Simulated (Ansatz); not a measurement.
CaHBr:
```yaml
crystal:
  lattice:
    - [3.82554, 0.00000, 0.00000]
    - [0.00000, 3.82554, 0.00000]
    - [0.00000, 0.00000, 8.06894]
  atoms:
    - { symbol: Ca, position: [0.00000, 0.50000, 0.16001] }
    - { symbol: Ca, position: [0.50000, 0.00000, 0.83999] }
    - { symbol: H, position: [0.50000, 0.50000, 0.00000] }
    - { symbol: H, position: [0.00000, 0.00000, 0.00000] }
    - { symbol: Br, position: [0.00000, 0.50000, 0.67525] }
    - { symbol: Br, position: [0.50000, 0.00000, 0.32475] }
```

The program Ansatz at the r²SCAN+D4 level (PAW) gives a gap of 4.55 eV without spin–orbit coupling, maximum at Z, minimum at Z.

Task: What happens when spin–orbit coupling is switched on?

Result: The gap decreases by 0.05 eV, to 4.50 eV; maximum at Z, minimum at Z.

Task: Give the electron effective mass with spin–orbit coupling.

Result: 0.54, 0.54, 2.7 mₑ (principal values).

Task: Give the hole effective mass with spin–orbit coupling.

Result: 0.33, 3.2, 3.2 mₑ (principal values).

Space group P4/nmm. The first step of the workflow began from a Materials Project structure, measured or hypothetical; the Crystallography Open Database files this formula in space group No. 129, but the cells were not matched. Whether it is the stable phase at ambient conditions was not checked. Symmetry was held in the r²SCAN+D4 relaxation; its stability against distortions is not shown here.

Potentials: the later of the program's two PAW sets.
